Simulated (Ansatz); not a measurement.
LaPd₂ in space group I4/mmm (No. 139; La on 2a, Pd on 4d) at seven volumes, plane-wave PAW PBE (Ansatz code), shape and atoms relaxed at each. One row is withheld.

| V (Å³/atom) | P (GPa) |
|---|---|
| 21.646 | 9.05 |
| 22.360 | 5.50 |
| 23.073 | 2.51 |
| 23.787 | 0.00 |
| 24.501 | ? |
| 25.214 | -3.88 |
| 25.928 | -5.35 |

Fit the shown pressures and predict the withheld one.

P = (3/2)B₀(x^(7/2) − x^(5/2))[1 + (3/4)(B′ − 4)(x − 1)] with x = (V₀/V)^(2/3). Least squares on the six rows gives V₀ = 23.788 Å³/atom, B₀ = 76.4 GPa, B′ = 4.81. At V = 24.501, x = 0.9805 and P = -2.10 GPa. The run itself gave -2.11 GPa.

The workflow started from an entry of the Crystallography Open Database (COD). Its standing as an ambient phase is unchecked. The PBE relaxation kept the symmetry of its start; its stability against distortions is not shown here. The run is not spin-polarised. The volume moved by -17 % from the start of the relaxation. The volume fell by over 15 % from the filed cell, which may lack light atoms or belong to other conditions. Spin–orbit coupling is left out wherever it is not named.

Potentials: the later of the program's two PAW sets.
